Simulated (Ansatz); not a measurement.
## Fields on a plane of ZrIr (CsCl type)

```yaml
crystal:
  lattice:
    - [3.24656, 0.00000, 0.00000]
    - [0.00000, 3.24656, 0.00000]
    - [0.00000, 0.00000, 3.24656]
  atoms:
    - { symbol: Zr, position: [0.50000, 0.50000, 0.50000] }
    - { symbol: Ir, position: [0.00000, 0.00000, 0.00000] }
```

The slice is a {110} plane (indices of the conventional cell) through the point (0.500, 0.500, 0.500) (fractional), spanned by u = [100] and v = [011] in vectors of this cell: u (3.25 Å) and v (4.59 Å, at 90° to u). It covers one period; positions are fractions (u, v).

Atoms on it: Zr at (0.00, 0.00); Ir at (0.50, 0.50).

Level of theory: LDA (plane waves to 420 eV, PAW, scalar-relativistic; Ansatz, a first-principles code). k mesh 14×14×14. These are valence fields of a PAW run, semicore shells included where kept as valence: close to a nucleus they are smooth pseudo fields. Spin-orbit coupling is left out, though Ir is heavy. ZrIr is run without spin polarisation. ZrIr was relaxed with its symmetry unable to fall.

```
|####%%##**++--..          ..--++**##%%##|
|%%%%####**==::..          ..::==**####%%|
|######**++--::..          ..::--++**####|
|******++==::....          ....::==++****|
|++++==--::::..................::::--==++|
|----::::..........................::::--|
|............::::::::::::::::::..........|
|..........::::----======----::::........|
|    ....::::--==++++**++++==--::::....  |
|    ....::--==**##########**==--::....  |
|  ....::--==**##%%@@@@@@%%##**==--::....|
|  ....::--++##%%@@@@@@@@@@%%##++--::....|
|  ....::==++##@@@@@@@@@@@@@@##++==::....|
|......::==**##@@@@@@@@@@@@@@##**==::....|
|  ....::==++##@@@@@@@@@@@@@@##++==::....|
|  ....::--++##%%@@@@@@@@@@%%##++--::....|
|  ....::--==**##%%@@@@@@%%##**==--::....|
|    ....::--==**##########**==--::....  |
|    ....::::--==++++**++++==--::::....  |
|..........::::----======----::::........|
|............::::::::::::::::::..........|
|----::::..........................::::--|
|++++==--::::..................::::--==++|
|******++==::....          ....::==++****|
|######**++--::..          ..::--++**####|
|%%%%####**==::..          ..::==**####%%|
|####%%##**++--..          ..--++**##%%##|
|**##%%##**++--..          ..--++**##%%##|
```
Scale: ten equal steps from -0.79 (start of ' ') to 0.96 (end of '@'), in the order ' .:-=+*#%@'. Values: log₁₀ of the valence density in e/Å³. The map has 20 points along u (two characters each, u = 0 at the left) and 28 along v (v = 0 in the bottom row). The scale is logarithmic, as a density can span decades between atoms and voids.

```
|xxxxxxx -+*+- xxxxxx|
|xxxxxx  -***-  xxxxx|
|xxxxxx .+*#*+. xxxxx|
|xxxxx  -*###*-  xxxx|
|xxxx  :=*###*=:  xxx|
|xx   :-+++++++-:   x|
|   .:---::.::---:.  |
|=====-.  xxx  .-====|
|#**+=. xxxxxxx .=+**|
|%%#+: xxxxxxxxx :+#%|
|@@#= xxxxxxxxxxx =#@|
|@@#- xxxxxxxxxxx -#@|
|@@#:xxxxxxxxxxxxx:#@|
|@@*:xxxxxxxxxxxxx:*@|
|@@#:xxxxxxxxxxxxx:#@|
|@@#- xxxxxxxxxxx -#@|
|@@#= xxxxxxxxxxx =#@|
|%%#+: xxxxxxxxx :+#%|
|#**+=. xxxxxxx .=+**|
|=====-.  xxx  .-====|
|   .:---::.::---:.  |
|xx   :-+++++++-:   x|
|xxxx  :=*###*=:  xxx|
|xxxxx  -*###*-  xxxx|
|xxxxxx .+*#*+. xxxxx|
|xxxxxx  -***-  xxxxx|
|xxxxxxx -+*+- xxxxxx|
|xxxxxxx :+*+: xxxxxx|
```
Scale: ten equal steps from 5.00 (start of ' ') to 13.49 (end of '@'), in the order ' .:-=+*#%@'. Values: electrostatic potential energy of an electron, from the cell's mean, in eV. The map has 20 points along u (one character each, u = 0 at the left) and 28 along v (v = 0 in the bottom row). Points within 1 Å of a nucleus are blanked (x), as the pseudised field means little there. Values under 5 eV are set to 5. The zero, the cell's mean, hangs on the PAW cores.

| Item | Value |
|---|---|
| Density on the Zr–Ir line (2.81 Å) at its density minimum, 1.3 Å from Zr | 0.32 e/Å³ |
| ELF at that point | 0.2 |
